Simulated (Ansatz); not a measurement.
Here is the system:

GaAs (zinc blende)

```
CELL_PARAMETERS angstrom
      0.00000     2.82951     2.82951
      2.82951     0.00000     2.82951
      2.82951     2.82951     0.00000
ATOMIC_POSITIONS crystal
  As 0.75000 0.75000 0.75000
  Ga 0.00000 0.00000 0.00000
```

In each cell atom 2 (Ga, nearest neighbour As at 2.450 Å; its periodic images, 4.0 Å or more away, move with it) moves by s·(0.000, 0.000, 1.000) (along Cartesian z), the rest being held.

The numbers are results of PBEsol (plane waves to 420 eV, PAW, scalar-relativistic; Ansatz, a quantum-chemistry and plane-wave program), not measurements. k mesh 8×8×8 (Γ-centred), Fermi-Dirac smearing 0.05 eV. The energy includes the smearing's −TS. As the smearing reaches across the gap at some points, energies and forces of such displacements shift with the k mesh and the smearing. GaAs was relaxed with its symmetry unable to fall. ΔE is measured from the undisplaced structure.

The scan covers s from -0.740 to 0.740 Å in 11 points.

Problem. Is this a single well or a double well?

Solution. A single well with its minimum at or next to zero displacement.

Problem. Is the energy the same for equal positive and negative displacements?

Solution. Even: the same for both signs. With its periodic images moving along, the atom's site symmetry in this cell is -43m.

Problem. What force acts on the atom along the line at s = -0.740 Å?

Solution. 4.16 eV/Å.

Problem. What is the energy change at s = 0.740 Å?

Solution. 1978 meV/cell.

Problem. What is the force constant k = d²E/ds² of this move at s = 0?

Solution. 9.14 eV/Å².

(A displaced cell: forces are minus the slopes of the energy, force constants its curvatures, and phonons follow from these.)
